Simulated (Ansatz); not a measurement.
**Computed scan of one atom of the cell: Sn (beta-Sn type, space group I4_1/amd)**

Starting cell, Sn (beta-Sn type, space group I4_1/amd):

```
Sn
1.0
   -2.91651     2.91651     1.57919
    2.91651    -2.91651     1.57919
    2.91651     2.91651    -1.57919
Sn
2
Direct
  0.75000   0.25000   0.50000
  0.00000   0.00000   0.00000
```

In each cell atom 2 (Sn, nearest neighbour Sn at 3.022 Å; its periodic images, 3.2 Å or more away, move with it) moves by s·(0.000, 0.000, 1.000) (along Cartesian z), the rest being held.

Computed with PBEsol (plane waves to 420 eV, PAW, scalar-relativistic; Ansatz, a program for electronic structure). k mesh 13×13×13 (Γ-centred), Fermi-Dirac smearing 0.05 eV. Energies are smeared free energies. With partly filled bands, energies and forces of such displacements shift with the k mesh and the smearing. F∥ is the force on the atom along that direction. Sn was relaxed with its symmetry unable to fall. The zero of ΔE is the undisplaced structure.

| s (Å) | ΔE (meV/cell) | F∥ (eV/Å) |
|---|---|---|
| -0.910 | 50.3 | -0.045 |
| -0.728 | 52.4 | 0.023 |
| -0.546 | 42.3 | 0.084 |
| -0.364 | 23.8 | 0.112 |
| -0.182 | 6.5 | 0.070 |
| 0.000 | 0.0 | 0.000 |
| 0.182 | 6.5 | -0.070 |
| 0.364 | 23.8 | -0.112 |
| 0.546 | 42.3 | -0.084 |
| 0.728 | 52.4 | -0.023 |
| 0.910 | 50.3 | 0.045 |

What the scan shows:

* **Energy at s = 0.910 Å**: 50.3 meV/cell
* **Force along the line at s = -0.910 Å**: -0.045 eV/Å
* **Symmetry of the curve**: even: the same for both signs
* **Force constant k = d²E/ds² at s = 0 (finite differences)**: 0.41 eV/Å²
* **Harmonic estimate at the end of the scan**: ½ks² = 170.4 meV/cell against the computed 50.3 meV/cell, so the well is softer than harmonic there
* **Zone-centre optical wavenumber from k**: 43 cm⁻¹

(For displaced atoms, the force is minus the slope of the energy, and its curvature is a force constant, which sets phonon frequencies.)
